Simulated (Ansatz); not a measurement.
**SnO2 with Mn replacing Sn: gradients before and after relaxing the atoms**

Start: a supercell of SnO2 (rutile type, P4_2/mnm) built from a refined structure from the COD, with all atoms left at the host's positions.

Space group Fmmm (No. 69); a = 6.3730, b = 13.4011, c = 13.4011 Å.

| site | Wyckoff | site symmetry | x | y | z |
| --- | --- | --- | --- | --- | --- |
| Mn | 4a | mmm | 0.0000 | 0.0000 | 0.0000 |
| Sn2 | 4b | mmm | 0.5000 | 0.0000 | 0.0000 |
| Sn3 | 8c | 2/m.. | 0.0000 | 0.7500 | 0.7500 |
| Sn5 | 8d | .2/m. | 0.7500 | 0.0000 | 0.7500 |
| Sn7 | 8e | ..2/m | 0.7500 | 0.2500 | 0.0000 |
| O9 | 8i | mm2 | 0.0000 | 0.0000 | 0.8465 |
| O10 | 8i | mm2 | 0.5000 | 0.0000 | 0.8465 |
| O11 | 16m | m.. | 0.0000 | 0.7500 | 0.5965 |
| O13 | 16k | .2. | 0.7500 | 0.8465 | 0.7500 |
| O15 | 16o | ..m | 0.7500 | 0.0964 | 0.0000 |

One atom of each set is listed; the run and its k-mesh use a cell of 24 atoms with edges of 7.42, 7.42, 7.42 Å.

The numbers come from a DFT calculation in Ansatz (PBE, plane waves and PAW, scalar-relativistic, collinear spin, 420 eV cutoff, Γ-centred 4×4×4 k-points, Fermi–Dirac smearing 0.01 eV). Start moments as typed (μB): 3 on each Mn, none on the rest.

The largest force at the start is 2.1 eV/Å. Relaxing the ions at fixed cell moves them by 0.121 Å at most (atom 16, O) and 0.069 Å rms. End positions:

Mn (0.0000, 0.0000, 0.0000)
Sn2 (0.5000, 0.0000, 0.0000)
Sn3 (0.0000, 0.7500, 0.7500)
Sn5 (0.7500, 0.0000, 0.7500)
Sn7 (0.7500, 0.2500, 0.0000)
O9 (0.0000, 0.0000, 0.8530)
O10 (0.5000, 0.0000, 0.8469)
O11 (0.0000, 0.7574, 0.5970)
O13 (0.7500, 0.8472, 0.7500)
O15 (0.7677, 0.0932, 0.0000)

| site | moved (Å) | first shell before | first shell after | V_zz before (10²¹ V/m²) | η before |
| --- | --- | --- | --- | --- | --- |
| Mn | 0.000 | 6 O at 2.05–2.06 Å | 6 O at 1.94–1.97 Å | 1.21 | 0.87 |
| Sn2 | 0.000 | 6 O at 2.05–2.06 Å | 6 O at 2.05–2.11 Å | -5.56 | 0.82 |
| Sn3 | 0.000 | 6 O at 2.05–2.06 Å | 6 O at 2.05–2.06 Å | -5.70 | 0.85 |
| Sn5 | 0.000 | 6 O at 2.05–2.06 Å | 6 O at 2.05–2.11 Å | -5.47 | 0.92 |
| Sn7 | 0.000 | 6 O at 2.05–2.06 Å | 6 O at 2.06–2.10 Å | -5.64 | 0.81 |
| O9 | 0.088 | 2 Sn at 2.05 Å, 1 Mn at 2.06 Å | 1 Mn at 1.97 Å, 2 Sn at 2.11 Å | -11.45 | 0.39 |
| O10 | 0.005 | 3 Sn at 2.05–2.06 Å | 3 Sn at 2.05–2.06 Å | -10.59 | 0.19 |
| O11 | 0.099 | 3 Sn at 2.05–2.06 Å | 3 Sn at 2.05–2.06 Å | -10.49 | 0.09 |
| O13 | 0.009 | 3 Sn at 2.05–2.06 Å | 3 Sn at 2.05–2.06 Å | -10.52 | 0.10 |
| O15 | 0.121 | 1 Mn at 2.05 Å, 2 Sn at 2.05–2.06 Å | 1 Mn at 1.94 Å, 2 Sn at 2.10–2.11 Å | -11.33 | 0.29 |

Problem. How do the gradients change?

Solution. 

| site | V_zz after | η after | change of V_zz |
| --- | --- | --- | --- |
| Mn | 0.66 | 0.64 | -0.55 |
| Sn2 | 9.83 | 0.17 | – |
| Sn3 | 5.69 | 0.73 | – |
| Sn5 | 5.21 | 0.17 | – |
| Sn7 | -6.40 | 0.22 | -0.76 |
| O9 | -11.47 | 0.41 | -0.02 |
| O10 | -10.88 | 0.31 | -0.29 |
| O11 | -10.63 | 0.10 | -0.14 |
| O13 | -10.74 | 0.14 | -0.22 |
| O15 | -11.17 | 0.22 | +0.16 |

The largest change of V_zz along a kept axis is on Sn7, from -5.64 to -6.40. The whole tensor moves most on Sn2, by 4.77 along its most changed direction. In per cent, |V_zz| changes by -45 on Mn, +13 on Sn, -1 to +3 on O (all sites that start above 0.5, bar those whose gradient vanishes or changes sign or whose main axis turns by over 40°). Where |V_zz| stays above 0.1 and the axes keep their order, η moves most on Sn7, from 0.81 to 0.22. On Mn V_xx and V_yy change places (or their axes turn by over 50°), so the two values of η hide a larger change. On Sn3, Sn2, Sn5 the largest principal value lies along another axis in the second run, so the two V_zz can't be compared directly. The electronic state changes along with the positions (absolute moment from 3.6 to 3.3 μB), so the changes aren't those of geometry alone.

The defect repeats with the cell of 24 atoms, so it feels its images: sites between two images don't show the values beside a lone defect, and zeros or small values of η there can come from the images' arrangement. O and Sn carry a gradient in the pure host already, so the values there aren't the defect's effect alone.
Before: Without spin–orbit coupling (the program notes it for Sn) the gradients can shift by some per cent, and by up to a factor of two as the program warns, since there is only a small gap. The cell keeps the host's lattice, and with the defect in it the PBE pressure is 6 GPa. The neighbours have not yet relaxed around the defect (largest force 2.1 eV/Å), and relaxing can change the values around it severalfold.
After: The relaxation keeps the site symmetry mmm of the start, so the impurity can't leave its site; a start off the site could end lower. Without spin–orbit coupling (the program notes it for Sn) the gradients are little affected as a rule: paired runs on crystals with a gap mostly move them by under 2 % at such atoms.
